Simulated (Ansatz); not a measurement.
Consider the following.

RuS2:
```yaml
crystal:
  lattice:
    - [5.59907, 0.00000, 0.00000]
    - [0.00000, 5.59907, 0.00000]
    - [0.00000, 0.00000, 5.59907]
  atoms:
    - { symbol: Ru, position: [0.00000, 0.50000, 0.50000] }
    - { symbol: Ru, position: [0.50000, 0.50000, 0.00000] }
    - { symbol: Ru, position: [0.50000, 0.00000, 0.50000] }
    - { symbol: Ru, position: [0.00000, 0.00000, 0.00000] }
    - { symbol: S, position: [0.38988, 0.11012, 0.88988] }
    - { symbol: S, position: [0.61012, 0.88988, 0.11012] }
    - { symbol: S, position: [0.11012, 0.88988, 0.38988] }
    - { symbol: S, position: [0.88988, 0.11012, 0.61012] }
    - { symbol: S, position: [0.88988, 0.38988, 0.11012] }
    - { symbol: S, position: [0.11012, 0.61012, 0.88988] }
    - { symbol: S, position: [0.61012, 0.61012, 0.61012] }
    - { symbol: S, position: [0.38988, 0.38988, 0.38988] }
```

This is the HSE06-relaxed structure.

**Question.** All from DFT-HSE06 in the program Ansatz with PAW potentials, unless another level is named. Estimate the smallest direct gap on the standard path.

**Answer.** 2.40 eV.

**Question.** Next, the band gap?

**Answer.** 1.97 eV (indirect).

**Question.** Next, the conduction-band minimum?

**Answer.** at Γ.

Space group Pa-3. The cell was relaxed with HSE06 under the symmetry of its start. No spin polarisation was allowed. The hybrid was solved on a coarse mesh, the path and, where they were found, the r²SCAN edge points; its band edges are the extreme levels among these. Scalar-relativistic: spin–orbit coupling is off unless named, which matters more the heavier the elements.

Potentials: the later of the program's two PAW sets.
